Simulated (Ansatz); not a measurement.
What does Ansatz print for the nuclei with this input?

The cell is a COD entry, ions relaxed with PBE at fixed cell.

```yaml
crystal:
  lattice:
    - [5.145, 0.0, 0.0]
    - [0.0, 9.185, 0.0]
    - [0.0, 0.0, 5.447]
  atoms:
    - { symbol: Ti, position: [0.1386026301, 0.1289862779, 0.9055817602] }
    - { symbol: Ti, position: [0.6386026301, 0.3710137221, 0.0944182398] }
    - { symbol: Ti, position: [0.8613973699, 0.6289862779, 0.5944182398] }
    - { symbol: Ti, position: [0.3613973699, 0.8710137221, 0.4055817602] }
    - { symbol: Ti, position: [0.8613973699, 0.8710137221, 0.0944182398] }
    - { symbol: Ti, position: [0.3613973699, 0.6289862779, 0.9055817602] }
    - { symbol: Ti, position: [0.1386026301, 0.3710137221, 0.4055817602] }
    - { symbol: Ti, position: [0.6386026301, 0.1289862779, 0.5944182398] }
    - { symbol: O, position: [0.4646030524, 0.2298952526, 0.8912453654] }
    - { symbol: O, position: [0.9646030524, 0.2701047474, 0.1087546346] }
    - { symbol: O, position: [0.5353969476, 0.7298952526, 0.6087546346] }
    - { symbol: O, position: [0.0353969476, 0.7701047474, 0.3912453654] }
    - { symbol: O, position: [0.5353969476, 0.7701047474, 0.1087546346] }
    - { symbol: O, position: [0.0353969476, 0.7298952526, 0.8912453654] }
    - { symbol: O, position: [0.4646030524, 0.2701047474, 0.3912453654] }
    - { symbol: O, position: [0.9646030524, 0.2298952526, 0.6087546346] }
    - { symbol: O, position: [0.8160489736, 0.0097709901, 0.8506360972] }
    - { symbol: O, position: [0.3160489736, 0.4902290099, 0.1493639028] }
    - { symbol: O, position: [0.1839510264, 0.5097709901, 0.6493639028] }
    - { symbol: O, position: [0.6839510264, 0.9902290099, 0.3506360972] }
    - { symbol: O, position: [0.1839510264, 0.9902290099, 0.1493639028] }
    - { symbol: O, position: [0.6839510264, 0.5097709901, 0.8506360972] }
    - { symbol: O, position: [0.8160489736, 0.4902290099, 0.3506360972] }
    - { symbol: O, position: [0.3160489736, 0.0097709901, 0.6493639028] }
kpoints:
  mp_grid: { grid: [5, 3, 4] }
scf:
  occupations: { method: fermi_dirac, width: 0.02 }
hamiltonian:
  xc: r2scan
  pseudopotentials: { kind: paw }
output:
  forces: true
  stress: true
  populations: true
  efg:
    quadrupole_moments_barn: { Ti: 0.247, O: -0.02558 }
    contact_densities: true
```

```sh
ansatz run input.yaml --threads 1 --pin off --max-ram 3072MiB --backend cpu --events-out ev --progress --plain --runs-dir out
```

Of the output, the block on the nuclei alone is shown; the set-up, the SCF iterations, energies, forces and stress are cut. One atom of each set with nearly equal values is shown.

```
--- PAW observables at the nuclei: V_zz in 10²¹ V/m², potentials from the cell's mean, atoms counted from 1 ---
  atom   1  Ti V_zz =    +1.929321   η = 0.8493   by run symmetry: allowed   C_q = +11.5227 MHz
            electrostatic potential = -2525.597071 V   contact ρ = 56730.031867 e/Å³
  atom   9  O  V_zz =    -2.554090   η = 0.7602   by run symmetry: allowed   C_q = +1.5798 MHz
            electrostatic potential = -624.270556 V   contact ρ = 2152.248249 e/Å³
  atom  17  O  V_zz =    +2.129947   η = 0.9623   by run symmetry: allowed   C_q = -1.3174 MHz
            electrostatic potential = -624.290816 V   contact ρ = 2152.505180 e/Å³
```

Hardware: 1 thread of AMD EPYC 9R45 96-Core Processor (Zen 5) (x86_64; 48 cores open to the job, memory cap 3.0 GiB, no GPU), a shared host with a load of 0.7 a core. Wall time 41 s, CPU time 41 s, peak memory 1.3 GiB.
